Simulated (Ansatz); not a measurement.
One crystal and one scan (frozen-phonon scan) at two levels, r2SCAN (plane waves to 500 eV, PAW, scalar-relativistic; Ansatz, a quantum-chemistry and plane-wave program) and PBE (plane waves to 420 eV, PAW, scalar-relativistic; Ansatz), each from its own relaxed cell and on its own mesh. The cell shown is that of r2SCAN.

Relaxed KF (rock salt):

```
KF
1.0
    0.00000     5.31833     5.31833
    2.65916     2.65916     5.31833
    2.65916     2.65916     0.00000
F K
2 2
Cartesian
  0.00000   0.00000   0.00000
  2.65916   5.31833   2.65916
  2.65916   2.65916   2.65916
  2.65916   5.31833   5.31833
```

The atoms are displaced by Q × the pattern below (from a DFPT mode at X = (0.5, 0.5, 0.0), largest move 1; Q in Å), at fixed cell. (q is in reciprocal vectors of the primitive cell; the cell shown is doubled to hold the pattern.)

```
atom      x      y       z
----  -----  -----  ------
F1    0.000  0.000  -1.000
F2    0.000  0.000   1.000
K3    0.000  0.000   0.309
K4    0.000  0.000  -0.309
```

KF was relaxed with its symmetry unable to fall. Percentages come from the unrounded values.

Results of r2SCAN:

* **Lattice constant a (Å)**: 5.318
* **Harmonic wavenumber from the curvature (finite differences) (cm⁻¹ (negative: imaginary))**: 210
* **Shape of the curve**: a single well with its minimum at or next to zero displacement

**Question.** Estimate the PBE values.

**Answer.** 
```csv
quantity,PBE,r2SCAN − PBE
Lattice constant a (Å),5.421,-0.103 (-1.9 %)
Harmonic wavenumber from the curvature (finite differences) (cm⁻¹ (negative: imaginary)),193,+17 (+9 %)
```

r2SCAN gives the higher value for: harmonic wavenumber from the curvature. r2SCAN gives the lower value for: lattice constant a. Both give the same shape of the curve: a single well with its minimum at or next to zero displacement.

(For displaced atoms, the force is minus the slope of the energy, and its curvature is a force constant, which sets phonon frequencies.)
